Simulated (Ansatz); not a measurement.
## Relaxing manganese (simple cubic)

Level of theory: Ansatz, DFT, r2SCAN, plane waves (500 eV) with PAW, scalar-relativistic. (PAW data from PBE, frozen cores regenerated.)

k-point mesh 13×13×13, Fermi-Dirac smearing 0.1 eV, no spin polarisation. Cell and atoms relax.

Starting structure:

```
Mn
1.0
     2.33246    0.00000    0.00000
     0.00000    2.33246    0.00000
     0.00000    0.00000    2.33246
Mn
1
Direct
  0.00000 0.00000 0.00000
```

Task: What cell does the relaxation end in?

Result: Pm-3m with a = 2.260 Å; 11.54 Å³ per atom against 12.69 at the start (-9.1 %).

Task: How much energy does the relaxation gain?

Result: 70.1 meV per atom.

Path of the relaxation (the plane waves are chosen anew near the end, which can shift the energy a little):

```csv
step,E − E(final) (meV/atom),V (Å³/atom),P (GPa),max force (eV/Å)
0,70.09,12.689,-17.87,0.000
1,9.36,11.940,-7.35,0.000
2,-0.11,11.467,1.41,0.000
3,-0.37,11.541,-0.08,0.000
4,-0.38,11.537,0.00,0.000
5,0.00,11.537,-0.05,0.000
```

Spin polarisation is off here; a magnetic state may lie lower.
